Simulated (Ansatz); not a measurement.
Mg under compression and expansion

```cif
data_structure
_symmetry_space_group_name_H-M 'P6_3/mmc'
_symmetry_Int_Tables_number 194
_cell_length_a 3.2093
_cell_length_b 3.2093
_cell_length_c 5.2103
_cell_angle_alpha 90.000
_cell_angle_beta 90.000
_cell_angle_gamma 120.000
_cell_volume 46.47
loop_
_atom_site_label
_atom_site_type_symbol
_atom_site_symmetry_multiplicity
_atom_site_Wyckoff_symbol
_atom_site_fract_x
_atom_site_fract_y
_atom_site_fract_z
_atom_site_occupancy
Mg1 Mg 2 c 0.33333 0.66667 0.25000 1
```

The runs use the primitive cell with vectors (3.209, 0.000, 0.000), (-1.605, 2.779, 0.000), (0.000, 0.000, 5.210) Å, to which the k mesh refers.

Symmetry: P6_3/mmc, No. 194, hexagonal system. The conventional cell has a = 3.209 Å, b = 3.209 Å, c = 5.210 Å, α = 90.00°, β = 90.00°, γ = 120.00°. Mg (site symmetry -6m2) is surrounded by 12 Mg at 3.20 to 3.21 Å.

The cell is COD entry 9008506, as deposited and not checked against the literature; nothing was relaxed.

Methods: DFT, LDA, all-electron LAPW, scalar-relativistic (Ansatz 0.2.0); DFT, LDA, PAW with Ansatz's default frozen-core files, scalar-relativistic (Ansatz 0.2.0).

For LAPW: a Γ-centred 12×12×7 k mesh, Fermi–Dirac smearing of 0.05 eV, basis error target 1 meV/atom, no spin polarisation. PAW takes a cutoff of 420 eV at this cell (files made with PBE, cores remade for this functional). The Ansatz runs share mesh, smearing and spin set-up. Plane-wave (PAW) pressures include the program's estimate of the Pulay term.

The cell above is scaled evenly, with fractional coordinates and shape held.

```
V/V(cell)  V (Å³/atom)  P, LAPW (GPa)  P, PAW (GPa)
   0.9400       21.843          -0.42         -0.45
   0.9600       22.307          -1.18         -1.21
   0.9800       22.772          -1.87         -1.90
   0.9900       23.005          -2.19         -2.22
   1.0000       23.237          -2.49         -2.51
   1.0100       23.469          -2.77         -2.80
   1.0200       23.702          -3.04         -3.07
   1.0400       24.166              ?             ?
   1.0600       24.631          -3.97         -4.00
```

Task: Fill in the row V/V(cell) = 1.0400.

Result: P, LAPW (GPa) = -3.53, P, PAW (GPa) = -3.56.
